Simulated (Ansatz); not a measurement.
A geometry of Ge2W away from equilibrium: step 2 of the relaxation of a generated trial cell of Ge2W in the AFLOW prototype A2B_tP6_129_ac_c (C38, as in Cu2Sb). These are r2SCAN (plane waves to 500 eV, PAW, scalar-relativistic; Ansatz, an electronic-structure program) values and carry that method's errors. Γ-centred k-mesh 8×8×6 on the run's cell, Fermi–Dirac smearing 0.05 eV. The plane waves were selected for a different cell earlier on the path.

```xyz
6
Lattice="3.9659 0.0000 0.0000 0.0000 3.9659 0.0000 0.0000 0.0000 6.1915" Properties=species:S:1:pos:R:3 pbc="T T T"
Ge     0.0000     0.0000     0.0000
Ge     1.9829     1.9829     0.0000
Ge     1.9829     0.0000     1.8751
Ge     0.0000     1.9829     4.3164
W      1.9829     0.0000     4.3486
W      0.0000     1.9829     1.8429
```

**Question.** What forces act on the atoms (eV/Å)?

**Answer.** 
| atom | Fx | Fy | Fz |
|---|---|---|---|
| Ge1 | 0.00 | 0.00 | 0.00 |
| Ge2 | 0.00 | 0.00 | 0.00 |
| Ge3 | 0.00 | 0.00 | 1.17 |
| Ge4 | 0.00 | 0.00 | -1.17 |
| W5 | 0.00 | 0.00 | 0.80 |
| W6 | 0.00 | 0.00 | -0.80 |

The path ends in P4/nmm (No. 129). No spin polarisation in the result.

The run could not lose the symmetry of its start, so the end can be a saddle point.

The end of the path is a generated cell of Ge2W: the first start was made by placing the elements on the sites of a structure type, and the end was not matched to a known phase here, so it may be hypothetical.
